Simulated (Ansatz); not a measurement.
Ca (fcc, Cu type)

```
Ca
1.0
    0.00000     2.76322     2.76322
    2.76322     0.00000     2.76322
    2.76322     2.76322     0.00000
Ca
1
Direct
  0.00000   0.00000   0.00000
```

The slice is a {100} plane (indices of the conventional cell) through the point (0.000, 0.000, 0.000) (fractional), spanned by u = [100] and v = [0 1 -1] in vectors of this cell: u (3.91 Å) and v (3.91 Å, at 90° to u). It covers one period; positions are fractions (u, v).

All values below come from PBE (plane waves to 420 eV, PAW, scalar-relativistic; Ansatz, a quantum-chemistry and plane-wave program). k mesh 15×15×15. Inside the PAW spheres the values are not all-electron values, and peaks at nuclei hang on which shells count as valence. Ca was relaxed with its symmetry unable to fall. The PAW data are Ansatz's earlier set.

Three fields on this plane, each scaled to ten steps between its own extremes (0 low, 9 high; the total valence density on a logarithmic scale, the potential cut 8 eV below its top; x marks points blanked near nuclei; v = 0 in the bottom row):

Map A
```
|xxxxxx520000025xxxxx|
|xxxxx94100000149xxxx|
|xxxxx73100000137xxxx|
|xxxx8410000000148xxx|
|xx97421000000012479x|
|65431100000000011345|
|22110000000000000112|
|00000000000000000000|
|00000000000000000000|
|00000000000000000000|
|00000000000000000000|
|00000000000000000000|
|22110000000000000112|
|65431100000000011345|
|xx97421000000012479x|
|xxxx8410000000148xxx|
|xxxxx73100000137xxxx|
|xxxxx94100000149xxxx|
|xxxxxx520000025xxxxx|
|xxxxxx620000026xxxxx|
```

Map B
```
|xxxxxx001343100xxxxx|
|xxxxx30014541003xxxx|
|xxxxx10025652001xxxx|
|xxxx2001467641002xxx|
|xx31001368886310013x|
|00000125799975210000|
|00001357999997531000|
|01124679999999764211|
|33456899999999986543|
|44567899999999987654|
|33456899999999986543|
|01124679999999764211|
|00001357999997531000|
|00000125799975210000|
|xx31001368886310013x|
|xxxx2001467641002xxx|
|xxxxx10025652001xxxx|
|xxxxx30014541003xxxx|
|xxxxxx001343100xxxxx|
|xxxxxx000343000xxxxx|
```

Map C
```
|xxxxxx035666530xxxxx|
|xxxxx00356765300xxxx|
|xxxxx02467776420xxxx|
|xxxx0135778775310xxx|
|xx00135678887653100x|
|00023567889887653200|
|23345678899988765433|
|55567788999998877655|
|66677889999999887766|
|66778899999999988776|
|66677889999999887766|
|55567788999998877655|
|23345678899988765433|
|00023567889887653200|
|xx00135678887653100x|
|xxxx0135778775310xxx|
|xxxxx02467776420xxxx|
|xxxxx00356765300xxxx|
|xxxxxx035666530xxxxx|
|xxxxxx025666520xxxxx|
```

Question: Assign the maps to these fields: electron localisation function (ELF); valence electron density; electrostatic potential energy of an electron, from the cell's mean.

Answer: A is the valence electron density; B is the electron localisation function (ELF); C is the electrostatic potential energy of an electron, from the cell's mean.
